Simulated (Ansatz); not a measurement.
# Si₇Ge: moving Ge off its site

Si₇Ge, P-43m, a = 5.465 Å (as given, not relaxed at this level: -0.3 GPa). The structure is a Materials Project entry; whether it is the stable form wasn't checked. Ansatz: PBEsol, PAW, 420 eV, Γ-centred 6×6×6 mesh on 8 atoms, Gaussian smearing 0.03 eV; no spin polarisation.

```xyz
8
Lattice="5.4654 0.0000 0.0000 0.0000 5.4654 0.0000 0.0000 0.0000 5.4654" Properties=species:S:1:pos:R:3 pbc="T T T"
Si    1.3806    1.3806    1.3806
Si    0.0000    2.7327    2.7327
Si    2.7327    2.7327    0.0000
Si    2.7327    0.0000    2.7327
Si    4.0848    1.3806    4.0848
Si    4.0848    4.0848    1.3806
Si    1.3806    4.0848    4.0848
Ge    0.0000    0.0000    0.0000
```

Atom 8 (Ge) moves by x along the unit vector (0.577, 0.577, 0.577), with its periodic images; all else is held. y is the free energy of the cell over the start, F the force along the path summed over the moved atoms.

```tsv
x (Å)	y (meV)	F (eV/Å)
-0.450	801.9	2.67
-0.300	418.2	2.36
-0.150	121.4	1.50
0.000	0.0	0.00
0.075	37.6	-1.04
0.150	161.6	-2.31
0.225	391.1	-3.86
0.300	749.5	-5.76
0.375	?	?
0.450	1978.1	-10.99
```

Fit y = c2 x² + c3 x³ + c4 x⁴ to the energies of the other rows, give the force constant, and predict energy and force of the missing row.

Least squares on the rows shown. y = 6168.9 x² + 6425.5 x³ + 3435.5 x⁴. The force constant is 2 c2 = 12.3 eV/Å² (for all images moving together, not for a lone atom). The force −dy/dx at the missing row is -8.06 eV/Å (computed -8.10). At x = 0.375 the fit asked for gives 1274.3 meV. The run gave 1266.2 meV, so the fit is 8.1 meV too high, within twice the rms miss on the fitted rows (4.4 meV).